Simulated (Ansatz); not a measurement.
SiNi₃:
```
SiNi3
1.0
    3.46098     0.00000     0.00000
    0.00000     3.46098     0.00000
    0.00000     0.00000     3.46098
Si Ni
1 3
Cartesian
  0.00000   0.00000   0.00000
  0.00000   1.73049   1.73049
  1.73049   0.00000   1.73049
  1.73049   1.73049   0.00000
```

Relaxed with PBEsol. Special points in fractions of this cell's reciprocal vectors: Γ (0.000, 0.000, 0.000); X (0.000, 0.500, 0.000); M (0.500, 0.500, 0.000); R (0.500, 0.500, 0.500).

**Question.** List the band energies nearest the Fermi level at these points for the program Ansatz at the PBEsol level (PAW).

**Answer.** In eV from the Fermi level; about four levels below and three above (degenerate sets whole), none deeper than 8.9 eV; points with the same levels are listed once.

```csv
k,below,above
Γ,-0.98 -0.98 -0.98 -0.64 -0.64 -0.29,0.05 0.05 0.05
X,-1.39 -1.39 -1.37 -1.21 -0.56,0.05 3.76 3.76
M,-1.52 -1.52 -1.17 -1.07 -1.01,0.71 0.71 5.86
R,-0.60 -0.20 -0.20 -0.20,1.41 4.15 4.15 4.15
```

Space group Pm-3m (Cu3Au type). The cell was relaxed with PBEsol under the symmetry of its start; of distortions, only those at the zone centre were tested. The workflow began spin-polarised and lost its moments.

Potentials: the later of the program's two PAW sets.
